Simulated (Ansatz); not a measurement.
WSe$_{2}$ (P6_3/mmc) was relaxed and computed twice in Ansatz (plane waves, PAW), once with LDA and once with r²SCAN+D4.

|  | run 1 | run 2 |
|---|---|---|
| cell | a = b = 3.303 Å, c = 13.227 Å, α = β = 90.00°, γ = 120.00° | a = b = 3.250 Å, c = 12.818 Å, α = β = 90.00°, γ = 120.00° |
| gap (eV) | 1.17 | 0.86 |
| ΔH_f (eV/atom) | -0.62 | -0.61 |
| K_Hill (GPa) | 49.0 | 54.3 |
| G_Hill (GPa) | 35.9 | 42.8 |
| ε∞ | 11.6 | 12.9 |
| ε0 | 11.7 | 13.1 |
| highest Γ mode, no LO–TO term (cm⁻¹) | 310 | 310 |
| electron conductivity mass (mₑ) | 0.50 | 0.43 |
| Θ_D (K) | 238 | 256 |

Task: Which run used which functional?

Result: Run 1 is r²SCAN+D4, run 2 is LDA.

Weakly bound layers, chains or molecules computed without a dispersion correction, so cells and soft constants are ill determined: WSe2, P6_3/mmc (W on 2c, Se on 4f) with LDA. All cells were relaxed under the symmetry of their starts (and spin orders); stability against distortions was not tested throughout. Rows with no word on spin ran without spin polarisation. Spin–orbit coupling is left out wherever it is not named.

Potentials: the later of the program's two PAW sets.

Ansatz (a first-principles code) is a plane-wave DFT program.

Formation energies count from the lowest solids of the elements computed at the same level, not from gases.
